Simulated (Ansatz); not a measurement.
In PBEsol in the plane-wave PAW code Ansatz, Al2Au in the fluorite or antifluorite type structure (Fm-3m) relaxes to a = 6.002 Å. Au has 8 nearest neighbours from 2.60 Å (cubic). Against the elements it lies at -0.45 eV/atom, with no fitted shifts.

Electronic character: metallic (no gap). Gap from PBEsol with spin–orbit coupling: none (metallic).

An equation-of-state fit gives a bulk modulus of 115 GPa. The relaxed-ion elastic constants in GPa are C11 = 153, C12 = 96.1, C44 = 52.1. The elastic constants imply a Debye temperature near 294 K. The highest mode at Γ lies at 263 cm⁻¹.

The PBEsol relaxation kept the symmetry of its start. As this level gives no gap, shear constants depend on the k-mesh and smearing (Fermi–Dirac, 0.1 eV here). As this level gives no gap, phonon frequencies hold no LO–TO term and depend on the k-mesh and smearing (Fermi–Dirac, 0.1 eV here). The references are the lowest solids computed at this level, not always the standard phases. Scalar-relativistic: spin–orbit coupling is off unless named, which matters more the heavier the elements.

Potentials: the earlier of the program's two PAW sets. The files were generated under PBE; for other functionals the program regenerates the frozen cores, and for LDA and PBEsol the local potential too.
